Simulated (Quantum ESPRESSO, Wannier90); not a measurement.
**ZnS (wurtzite): Wannier90 run**

Structure: Materials Project mp-560588, symmetrised, not relaxed again. COD (Crystallography Open Database) has the formula in 4 space groups, this one among them (matched by group alone). Computed values, not measurements, from PBEsol: Quantum ESPRESSO (norm-conserving PseudoDojo potentials, cutoff 68 Ry, no spin polarisation, no spin-orbit coupling) on a Γ-centred 12×12×4 mesh, then Wannier90. Density: 12×12×6 mesh, cold smearing 0.01 Ry.

On the energy scale of pw.x, whose zero is arbitrary, the valence-band maximum lies at 7.35 eV.

Input w.win:

```
num_bands = 40
num_wann = 26
exclude_bands = 1-8
num_iter = 1000
conv_tol = 1.0e-6
conv_window = 4
dis_num_iter = 1000
dis_conv_tol = 1.0e-6
dis_froz_max = 10.93
dis_mix_ratio = 1.0
write_hr = true
write_u_matrices = true
begin projections
f=0.33025,-0.34551,-0.00428: s;p;d
f=-0.34703,0.32510,-0.50320: s;p;d
f=0.32987,-0.34736,0.37270: s;p
f=-0.33230,0.34691,-0.12447: s;p
end projections
begin unit_cell_cart
ang
    3.8057997914    0.0000000000    0.0000000000
   -1.9028998957    3.2959193011    0.0000000000
    0.0000000000    0.0000000000    6.2379800000
end unit_cell_cart
begin atoms_frac
Zn   0.3333333333 -0.3333333333  0.0001400000
Zn  -0.3333333333  0.3333333333 -0.4998600000
S    0.3333333333 -0.3333333333  0.3748600000
S   -0.3333333333  0.3333333333 -0.1251400000
end atoms_frac
mp_grid = 12 12 4
begin kpoints
0.0000000000 0.0000000000 0.0000000000
0.0000000000 0.0000000000 0.2500000000
0.0000000000 0.0000000000 0.5000000000
... (573 more lines: the 12x12x4 mesh through Gamma)
end kpoints
```

Input of pw2wannier90.x that gives the overlap and projection files (equivalent; here they were cut from one run over all bands):

```
&inputpp
  outdir = './out'
  prefix = 'pwscf'
  seedname = 'w'
  write_amn = .true.
  write_mmn = .true.
/
```

Output w.wout (banner and timings cut):

```
                                    ------
                                    SYSTEM
                                    ------

                              Lattice Vectors (Ang)
                    a_1     3.805800   0.000000   0.000000
                    a_2    -1.902900   3.295919   0.000000
                    a_3     0.000000   0.000000   6.237980

                   Unit Cell Volume:      78.24678  (Ang^3)

                        Reciprocal-Space Vectors (Ang^-1)
                    b_1     1.650950   0.953176  -0.000000
                    b_2     0.000000   1.906353   0.000000
                    b_3     0.000000  -0.000000   1.007247

 *----------------------------------------------------------------------------*
 |   Site       Fractional Coordinate          Cartesian Coordinate (Ang)     |
 +----------------------------------------------------------------------------+
 | zn   1   0.33333  -0.33333   0.00014   |    1.90290  -1.09864   0.00087    |
 | zn   2  -0.33333   0.33333  -0.49986   |   -1.90290   1.09864  -3.11812    |
 | s    1   0.33333  -0.33333   0.37486   |    1.90290  -1.09864   2.33837    |
 | s    2  -0.33333   0.33333  -0.12514   |   -1.90290   1.09864  -0.78062    |
 *----------------------------------------------------------------------------*
                                ------------
                                K-POINT GRID
                                ------------

             Grid size = 12 x 12 x  4      Total points =  576

 *---------------------------------- MAIN ------------------------------------*
 |  Number of Wannier Functions               :                26             |
 |  Number of Objective Wannier Functions     :                26             |
 |  Number of input Bloch states              :                40             |
 |  Output verbosity (1=low, 5=high)          :                 1             |
 |  Timing Level (1=low, 5=high)              :                 1             |
 |  Optimisation (0=memory, 3=speed)          :                 3             |
 |  Length Unit                               :               Ang             |
 |  Post-processing setup (write *.nnkp)      :                 F             |
 |  Using Gamma-only branch of algorithms     :                 F             |
 *----------------------------------------------------------------------------*
 *------------------------------- WANNIERISE ---------------------------------*
 |  Total number of iterations                :              1000             |
 |  Number of CG steps before reset           :                 5             |
 |  Trial step length for line search         :             2.000             |
 |  Convergence tolerence                     :         0.100E-05             |
 |  Convergence window                        :                 4             |
 |  Iterations between writing output         :                 1             |
 |  Iterations between backing up to disk     :               100             |
 |  Write r^2_nm to file                      :                 F             |
 |  Write xyz WF centres to file              :                 F             |
 |  Write on-site energies <0n|H|0n> to file  :                 F             |
 |  Use guiding centre to control phases      :                 F             |
 |  Use phases for initial projections        :                 F             |
 *----------------------------------------------------------------------------*
 *------------------------------- DISENTANGLE --------------------------------*
 |  Using band disentanglement                :                 T             |
 |  Total number of iterations                :              1000             |
 |  Mixing ratio                              :             1.000             |
 |  Convergence tolerence                     :         1.000E-06             |
 |  Convergence window                        :                 3             |
 *----------------------------------------------------------------------------*
 *-------------------------------- PLOTTING ----------------------------------*
 |  Plotting Hamiltonian in WF basis          :                 T             |
 *----------------------------------------------------------------------------*

       ... (k-mesh section left out)

 Starting a new Wannier90 calculation ...

 Reading overlaps from w.mmn

 Reading projections from w.amn

 *------------------------------- DISENTANGLE --------------------------------*
 +----------------------------------------------------------------------------+
 |                              Energy  Windows                               |
 |                              ---------------                               |
 |                   Outer:   -5.88837  to   28.83974  (eV)                   |
 |                   Inner:   -5.88837  to   10.93000  (eV)                   |
 +----------------------------------------------------------------------------+
   Number of target bands to extract:   26

                   Unitarised projection of Wannier functions
                   ------------------------------------------
   A_mn = <psi_m|g_n> --> S = A.A^+ --> U = S^-1/2.A
   In dis_project... done
   Using an inner window (linner = T)
   In dis_proj_froz... done

                   Extraction of optimally-connected subspace
                   ------------------------------------------
 +---------------------------------------------------------------------+<-- DIS
 |  Iter     Omega_I(i-1)      Omega_I(i)      Delta (frac.)           |<-- DIS
 +---------------------------------------------------------------------+<-- DIS
       1      34.52967155      30.26075469       1.411E-01    <-- DIS
       2      29.59465143      28.01599801       5.635E-02    <-- DIS
       3      27.65061761      26.70058877       3.558E-02    <-- DIS
       4      26.45522324      25.79409614       2.563E-02    <-- DIS
       5      25.61450941      25.12188407       1.961E-02    <-- DIS
       6      24.98414339      24.60235654       1.552E-02    <-- DIS
       ... (lines left out)
     101      21.97533490      21.97517515       7.270E-06    <-- DIS
       ... (lines left out)
     178      21.96841951      21.96839800       9.791E-07    <-- DIS
     179      21.96839095      21.96836996       9.554E-07    <-- DIS
     180      21.96836308      21.96834260       9.323E-07    <-- DIS

             <<<      Delta < 1.000E-06  over  3 iterations     >>>
             <<< Disentanglement convergence criteria satisfied >>>

        Final Omega_I    21.96834260 (Ang^2)

 +----------------------------------------------------------------------------+

 Writing checkpoint file w.chk... done

 *------------------------------- WANNIERISE ---------------------------------*
 +--------------------------------------------------------------------+<-- CONV
 | Iter  Delta Spread     RMS Gradient      Spread (Ang^2)            |<-- CONV
 +--------------------------------------------------------------------+<-- CONV

 ------------------------------------------------------------------------------
 Initial State
  WF centre and spread    1  (  1.910728, -1.121031, -0.019308 )     2.34955383
  WF centre and spread    2  (  1.906071, -1.109286, -0.220630 )     2.67508119
  WF centre and spread    3  (  1.903280, -0.971857,  0.089786 )     2.80506762
  WF centre and spread    4  (  1.907365, -1.241738,  0.090294 )     2.78360179
  WF centre and spread    5  (  1.901852, -1.095257,  0.002903 )     0.44318893
  WF centre and spread    6  (  1.899232, -1.102846,  0.019396 )     0.44896415
  WF centre and spread    7  (  1.903151, -1.082679,  0.017856 )     0.45340149
  WF centre and spread    8  (  1.899204, -1.096764, -0.004424 )     0.43829030
  WF centre and spread    9  (  1.899526, -1.075161, -0.004681 )     0.47998632
  WF centre and spread   10  ( -1.918872,  1.095322, -3.135756 )     2.33618453
  WF centre and spread   11  ( -1.914032,  1.086807, -3.338675 )     2.66376198
  WF centre and spread   12  ( -1.903767,  0.948620, -3.024373 )     2.81518952
  WF centre and spread   13  ( -1.915372,  1.239121, -3.027206 )     2.75382387
  WF centre and spread   14  ( -1.899949,  1.100726, -3.118101 )     0.44798547
  WF centre and spread   15  ( -1.891810,  1.101055, -3.101957 )     0.44779725
  WF centre and spread   16  ( -1.903771,  1.102374, -3.102704 )     0.44883975
  WF centre and spread   17  ( -1.891037,  1.115261, -3.123280 )     0.47216674
  WF centre and spread   18  ( -1.892622,  1.096389, -3.123400 )     0.44702117
  WF centre and spread   19  (  1.918122, -1.140447,  2.329234 )     1.11474850
  WF centre and spread   20  (  1.905301, -1.100130,  2.456922 )     1.30758255
  WF centre and spread   21  (  1.894525, -1.011514,  2.287371 )     1.33660284
  WF centre and spread   22  (  1.906411, -1.153799,  2.284363 )     1.36069958
  WF centre and spread   23  ( -1.924544,  1.143435, -0.773266 )     1.11684569
  WF centre and spread   24  ( -1.904900,  1.103158, -0.675372 )     1.31447924
  WF centre and spread   25  ( -1.887933,  1.016636, -0.829812 )     1.34277998
  WF centre and spread   26  ( -1.905997,  1.156527, -0.834307 )     1.35414446
  Sum of centres and spreads (  0.000160,  0.002921,-21.879129 )    35.95778873

      0     0.360E+02     0.0000000000       35.9577888359  <-- CONV
        O_D=      0.0647629 O_OD=     13.9246833 O_TOT=     35.9577888 <-- SPRD
 ------------------------------------------------------------------------------
      1    -0.394E+00     0.3873662842       35.5633313271  <-- CONV
        O_D=      0.0689646 O_OD=     13.5260242 O_TOT=     35.5633313 <-- SPRD
      2    -0.775E+00     0.5647915887       34.7886329958  <-- CONV
        O_D=      0.0806285 O_OD=     12.7396619 O_TOT=     34.7886330 <-- SPRD
      3    -0.535E+00     0.5798401068       34.2535640336  <-- CONV
        O_D=      0.0846649 O_OD=     12.2005565 O_TOT=     34.2535640 <-- SPRD
      4    -0.284E+00     0.4487938552       33.9694978222  <-- CONV
        O_D=      0.0858555 O_OD=     11.9152997 O_TOT=     33.9694978 <-- SPRD
      5    -0.162E+00     0.3211840458       33.8070731753  <-- CONV
        O_D=      0.0854652 O_OD=     11.7532654 O_TOT=     33.8070732 <-- SPRD
       ... (lines left out)
    100    -0.313E-01     0.1213757402       26.3009048497  <-- CONV
        O_D=      0.0301744 O_OD=      4.3023879 O_TOT=     26.3009048 <-- SPRD
       ... (lines left out)
    200    -0.540E-03     0.0173626085       25.7126133761  <-- CONV
        O_D=      0.0251945 O_OD=      3.7190763 O_TOT=     25.7126134 <-- SPRD
       ... (lines left out)
    300    -0.107E-04     0.0022711881       25.7010222563  <-- CONV
        O_D=      0.0250209 O_OD=      3.7076587 O_TOT=     25.7010223 <-- SPRD
       ... (lines left out)
    399    -0.655E-06     0.0005389288       25.7005343155  <-- CONV
        O_D=      0.0250066 O_OD=      3.7071852 O_TOT=     25.7005343 <-- SPRD
    400    -0.865E-06     0.0009794545       25.7005334500  <-- CONV
        O_D=      0.0250065 O_OD=      3.7071844 O_TOT=     25.7005334 <-- SPRD
    401    -0.202E-06     0.0004324843       25.7005332483  <-- CONV
        O_D=      0.0250063 O_OD=      3.7071843 O_TOT=     25.7005332 <-- SPRD
             <<<     Delta < 1.000E-06  over  4 iterations     >>>
             <<< Wannierisation convergence criteria satisfied >>>
 Final State
  WF centre and spread    1  (  2.612694, -0.690502,  0.280674 )     1.70098432
  WF centre and spread    2  (  1.899866, -1.090500, -0.870570 )     1.69242137
  WF centre and spread    3  (  1.192350, -0.690812,  0.285676 )     1.69956754
  WF centre and spread    4  (  1.903333, -1.917077,  0.276191 )     1.70552054
  WF centre and spread    5  (  1.904010, -1.096571,  0.089398 )     0.50213557
  WF centre and spread    6  (  1.901230, -1.093937, -0.047422 )     0.42496546
  WF centre and spread    7  (  1.902791, -1.107031, -0.047142 )     0.42450379
  WF centre and spread    8  (  1.907197, -1.031434,  0.007995 )     0.47111360
  WF centre and spread    9  (  1.898186, -1.160750,  0.008078 )     0.46616784
  WF centre and spread   10  ( -2.612511,  0.691776, -2.837340 )     1.70082463
  WF centre and spread   11  ( -1.899481,  1.091255, -3.988901 )     1.69228164
  WF centre and spread   12  ( -1.192286,  0.692371, -2.832805 )     1.69983760
  WF centre and spread   13  ( -1.902503,  1.917219, -2.842919 )     1.70558240
  WF centre and spread   14  ( -1.904195,  1.095982, -3.029549 )     0.50237644
  WF centre and spread   15  ( -1.901196,  1.093637, -3.166023 )     0.42413184
  WF centre and spread   16  ( -1.902992,  1.107501, -3.166431 )     0.42523999
  WF centre and spread   17  ( -1.905715,  1.031212, -3.110610 )     0.47095820
  WF centre and spread   18  ( -1.899753,  1.161144, -3.111461 )     0.46720142
  WF centre and spread   19  (  2.351067, -0.841172,  2.156634 )     0.93845605
  WF centre and spread   20  (  1.904473, -1.098647,  2.876148 )     0.94647118
  WF centre and spread   21  (  1.454852, -0.841548,  2.158250 )     0.93888687
  WF centre and spread   22  (  1.903380, -1.617509,  2.159231 )     0.93858804
  WF centre and spread   23  ( -2.351314,  0.841217, -0.961492 )     0.93863914
  WF centre and spread   24  ( -1.904181,  1.098973, -0.242598 )     0.94637143
  WF centre and spread   25  ( -1.455205,  0.841422, -0.960673 )     0.93894598
  WF centre and spread   26  ( -1.903518,  1.617403, -0.959864 )     0.93836025
  Sum of centres and spreads (  0.000580,  0.003621,-21.877524 )    25.70053314

         Spreads (Ang^2)       Omega I      =    21.968342597
        ================       Omega D      =     0.025006344
                               Omega OD     =     3.707184307
    Final Spread (Ang^2)       Omega Total  =    25.700533248
```
